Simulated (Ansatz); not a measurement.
Relaxed-ion elastic tensor of Si in space group I4/mmm (No. 139; Si on 8h) in GPa (Voigt order), the program Ansatz at the LDA level (PAW); density 2.24 g/cm³, 20.80 Å³ per atom.

```
 144  62.5  47.9   0.0   0.0   0.0
62.5   144  47.9   0.0   0.0   0.0
47.9  47.9   193   0.0   0.0   0.0
 0.0   0.0   0.0  50.4   0.0   0.0
 0.0   0.0   0.0   0.0  50.4   0.0
 0.0   0.0   0.0   0.0   0.0  28.8
```

Problem. Is the crystal mechanically stable?

Solution. Yes: the smallest eigenvalue of C is 28.8 GPa.

Problem. Work out the Voigt, Reuss and Hill averages.

Solution. K_V = 88.6, K_R = 88.0, K_H = 88.3; G_V = 47.4, G_R = 43.9, G_H = 45.7 GPa.

Problem. Give Young's modulus, Poisson's ratio, Pugh's ratio and the universal anisotropy index.

Solution. E = 9KG/(3K + G) = 117 GPa; ν = 0.28; K/G = 1.93 (ductile by the Pugh limit of 1.75); A_U = 5G_V/G_R + K_V/K_R − 6 = 0.41.

Problem. Estimate the sound speeds and the Debye temperature.

Solution. v_l = √((K + 4G/3)/ρ) = 8160 m/s, v_t = √(G/ρ) = 4510 m/s, mean 5030 m/s; Θ = (h/k)(3n/4πV)^(1/3) v_m = 544 K.

Problem. How much does each axis shrink under pressure?

Solution. Linear compressibilities β_i = Σ_j S_ij (j = 1 to 3): x 4.1, y 4.1, z 3.1 per TPa.

The first step of the workflow began from a Materials Project structure, measured or hypothetical; the Crystallography Open Database copy checked does not list it. It is not the phase usual at ambient conditions (space group No. 227). The cell was relaxed with LDA under the symmetry of its start; phonons on a q-mesh show no instability.

Potentials: the later of the program's two PAW sets.
